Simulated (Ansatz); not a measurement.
According to LDA in the plane-wave PAW code Ansatz, GeAs in the monoclinic phase (C2/m; Pearson symbol mS24) relaxes to a = 14.987 Å, b = 3.800 Å, c = 9.282 Å, β = 98.6°. Ge on 4i has 4 nearest neighbours from 2.43 Å (tetrahedral); Ge on 4i has 4 nearest neighbours from 2.45 Å (tetrahedral); As on 4i has 3 nearest neighbours from 2.46 Å (trigonal pyramidal). Against the elements it lies at -0.023 eV/atom, with no fitted shifts.

The Kohn–Sham gap is 0.09 eV (indirect). Electrons at the band edge weigh 0.062, 0.073, 0.18 mₑ (principal values). The hole mass is 0.11, 0.35, 0.49 mₑ (principal values).

The bulk modulus is 381 kbar.

The start of the workflow was typed in or built on a structure type; neither database checked (COD, Materials Project) lists it. Its standing as an ambient phase is unchecked. The cell was relaxed with LDA under the symmetry of its start; its stability against distortions is not shown here. The volume moved by -23 % from the start of the relaxation. A crystal of weakly bound layers computed without a dispersion correction: the cell and the soft elastic constants depend strongly on that. The references are the lowest solids computed at this level, not always the standard phases. Scalar-relativistic: spin–orbit coupling is off unless named, which matters more the heavier the elements.

Potentials: the later of the program's two PAW sets.
